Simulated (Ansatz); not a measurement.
Question: Mg (A15 (β-W type), Pm-3n) is relaxed with r²SCAN in the plane-wave PAW code Ansatz. What lattice parameters of the conventional cell result?

Answer: a = 5.693 Å.

The start of the workflow was typed in or built on a structure type; neither database checked (COD, Materials Project) lists it. It is not the phase usual at ambient conditions (space group No. 194). Symmetry was held in the r²SCAN relaxation; its stability against distortions is not shown here.

Potentials: the later of the program's two PAW sets.
